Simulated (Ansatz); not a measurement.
# Phases of Sn at 9 GPa

Structure types of Sn are relaxed in primitive cells with their symmetry kept at 9 GPa, first on PAW files, then by LAPW. The enthalpy is E + pV at zero temperature, without zero-point motion. Only the types listed were tried, and differences under about 5 meV/atom are mesh noise. Not among the end structures: fcc, which may lie lower.

All numbers are LDA results (scalar-relativistic) from Ansatz 0.2.0, with Fermi–Dirac smearing of 0.05 eV, no spin polarisation. Methods: LAPW: all electrons, basis error target 0.5 meV/atom; PAW: frozen-core files, cutoff 420 eV.

k meshes: bcc 15×15×15, hcp 13×13×7, omega 7×7×10, simple hexagonal 14×14×13, diamond 11×11×11.

Spin–orbit coupling is left out, which matters for the heavy atoms. The PAW files were made under PBE.

| start type | ends as | a, b, c (Å) | V (Å³/atom) | H − H(lowest), LAPW (meV/atom) |
| --- | --- | --- | --- | --- |
| bcc | bcc, Im-3m | 3.565, 3.565, 3.565 | 22.65 | 3.9 |
| hcp | hcp, P6_3/mmc | 3.206, 3.206, 5.123 | 22.80 | 9.3 |
| omega | omega, P6/mmm | 5.076, 5.076, 3.071 | 22.84 | ? |
| simple hexagonal | simple hexagonal, P6/mmm | 3.071, 3.071, 2.853 | 23.30 | 0.0 |
| diamond | diamond, Fd-3m | 6.174, 6.174, 6.174 | 29.42 | ? |

Question: Fill in "H − H(lowest), LAPW (meV/atom)" for the row "omega".

Answer: 21.7.

Question: Fill in "H − H(lowest), LAPW (meV/atom)" for the row "diamond".

Answer: 398.1.
